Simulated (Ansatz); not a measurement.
**Elastic constants of Cu$_{3}$TeCl at -9.3 GPa (stress–strain coefficients): input and output**

The calculation used DFT LDA, scalar-relativistic, plane waves, PAW in Ansatz 0.2.0.

Launched with:
```bash
ansatz run input.yaml --threads 1 --pin off --max-ram 1228MiB --backend cpu --events-out ev --progress --plain --runs-dir out
```

Input (bare energies are in eV):
```yaml
crystal:
  lattice:
    - [5.3224, 0.0, 0.0]
    - [0.0, 5.3224, 0.0]
    - [0.0, 0.0, 5.3224]
  atoms:
    - { symbol: Cl, position: [0.0, 0.0, 0.0] }
    - { symbol: Te, position: [0.5, 0.5, 0.5] }
    - { symbol: Cu, position: [0.5, 0.5, 0.0] }
    - { symbol: Cu, position: [0.5, 0.0, 0.5] }
    - { symbol: Cu, position: [0.0, 0.5, 0.5] }
basis:
  ecutwfc: 420
kpoints:
  mp_grid: { grid: [6, 6, 6] }
hamiltonian:
  xc: lda
scf:
  occupations: { method: fixed }
output:
  forces: true
  stress: true
  eigenvalues: true
elastic:
  mode: relaxed_ion
  stencil: two_point
```

From the output:
```
--- Elastic constants: 2 strain directions × 2 members + reference (group order 48) ---
  dense FFT box of the reference and of every strained cell: 36×36×36
  strains applied: 11, 23; error gains: componentwise 1.00 (the most a stress slope's error grows in a printed constant), spectral 1.73 (1 for all six strains in a standard setting)
  C = ∂σ_k/∂η_j (tension-positive GPa; Voigt order 11 22 33 23 13 12):
        18.311     -2.738     -2.738      0.000      0.000      0.000
        -2.738     18.311     -2.738     -0.000      0.000     -0.000
        -2.738     -2.738     18.311     -0.000     -0.000      0.000
        -0.000     -0.000     -0.000      1.526      0.000      0.000
         0.000      0.000     -0.000      0.000      1.526      0.000
        -0.000     -0.000      0.000      0.000      0.000      1.526
  reference stress σ⁰ (GPa):      9.267      9.267      9.267      0.000     -0.000     -0.000
  C* (energy form; C + prestress term) asymmetry max|C*_kj − C*_jk| = 2.665e-15 GPa — a small one proves nothing (zero by symmetry where the batch's group is 432, −43m or m−3m); a large one is finite-difference/SCF noise where every solve ...
  moduli (Voigt/Reuss/Hill, GPa): K = 4.28/4.28/4.28   G = 5.13/2.32/3.72   E = 8.66   ν = 0.163
  mechanically stable: yes (min eigenvalue of sym C = 1.53 GPa)
  strain η (Voigt 11):  stress-route row diagonal C_11 = 18.31 GPa, energy-path curvature d²(F+E_count+ΔE)/dδ²/Ω₀ = 18.34 GPa
         δ    σ_11 (GPa) F (eV) n_scf n_hpsi n_pw
    -2.000e-3       9.2297      -27534.4765750      13   46613   3016   relax 0 steps, max|allowed force component| 1.67e-28 eV/Å
     2.000e-3       9.3029      -27534.4416946       9   33677   3016   relax 0 steps, max|allowed force component| 1.77e-29 eV/Å
  strain η (Voigt 23):  stress-route row diagonal C_44 = 1.53 GPa, energy-path curvature d²(F+E_count+ΔE)/dδ²/Ω₀ = -3.13 GPa
         δ    σ_23 (GPa) F (eV) n_scf n_hpsi n_pw
    -2.000e-3      -0.0031      -27534.4591780      10   49673   3016   relax 0 steps, max|allowed force component| 2.91e-29 eV/Å
     2.000e-3       0.0031      -27534.4591780       8   39594   3016   relax 0 steps, max|allowed force component| 6.31e-30 eV/Å
```

The run took 49 s on 1 thread of Intel(R) Xeon(R) 6975P-C (Granite Rapids), with other jobs on the host, peak memory 0.77 GiB.

The cell is the ideal cubic antiperovskite prototype; whether it is the stable structure of this composition wasn't checked.